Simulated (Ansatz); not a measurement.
Wires are cut from relaxed bulk Mo (Im-3m, 15.32 Å³/atom, gap on the mesh 0.00 eV); atoms and period are relaxed, and energies count from that bulk.

These are results of Ansatz 0.2.0, DFT PBEsol, scalar-relativistic, plane waves, PAW, not measurements.

Plane waves to 420 eV, a k mesh through Γ of 1×1×17 on the computed 19-atom cell and Gaussian smearing (0.05 eV); no spin polarisation.

Start ([001] wire, 19 host atoms a period):

```
Mo
1.0
    18.40000    0.00000    0.00000
     0.00000   18.70000    0.00000
     0.00000    0.00000    3.12929
Mo
19
Cartesian
  4.5061 10.9146 0.0000
  7.6354 7.7854 0.0000
  7.6354 10.9146 0.0000
  7.6354 14.0439 0.0000
  10.7646 4.6561 0.0000
  10.7646 7.7854 0.0000
  10.7646 10.9146 0.0000
  10.7646 14.0439 0.0000
  13.8939 7.7854 0.0000
  13.8939 10.9146 0.0000
  6.0707 6.2207 1.5646
  6.0707 9.3500 1.5646
  6.0707 12.4793 1.5646
  9.2000 6.2207 1.5646
  9.2000 9.3500 1.5646
  9.2000 12.4793 1.5646
  12.3293 6.2207 1.5646
  12.3293 9.3500 1.5646
  12.3293 12.4793 1.5646
```

Q: Give the relaxed structure and its energy.

A: The free energy falls by 163 meV/atom.

| Quantity | Value |
| --- | --- |
| excess energy (eV per host atom) | 1.229 |
| line energy (eV/Å) | 7.596 |
| period (Å) | 3.075 |
| gap on the mesh (eV) | 0 |
| highest filled level or Fermi level under vacuum (eV) | 4.05 |

Relaxed structure:
```xyz
19
Lattice="18.4000 0.0000 0.0000 0.0000 18.7000 0.0000 0.0000 0.0000 3.0752" Properties=species:S:1:pos:R:3 pbc="T T T"
Mo    4.7314   10.8864    0.0000
Mo    7.6468    7.7935    0.0000
Mo    7.6042   10.8655    0.0000
Mo    7.6295   13.8177    0.0000
Mo   10.7407    4.8826    0.0000
Mo   10.7177    7.7542    0.0000
Mo   10.7604   10.9107    0.0000
Mo   10.7652   13.8150    0.0000
Mo   13.6701    7.7826    0.0000
Mo   13.6655   10.9171    0.0000
Mo    6.3551    6.5148    1.5376
Mo    5.9973    9.3696    1.5376
Mo    6.1308   12.4642    1.5376
Mo    9.2238    6.1479    1.5376
Mo    9.2214    9.3709    1.5376
Mo    9.2120   12.4921    1.5376
Mo   12.3177    6.2828    1.5376
Mo   12.3429    9.3638    1.5376
Mo   12.3261   12.4769    1.5376
```

Each run keeps its start's symmetry and one magnetic start, so lower states can exist.

The run took 23 min on 4 threads of Arm Neoverse V1, on a shared host, peak memory 3.6 GiB.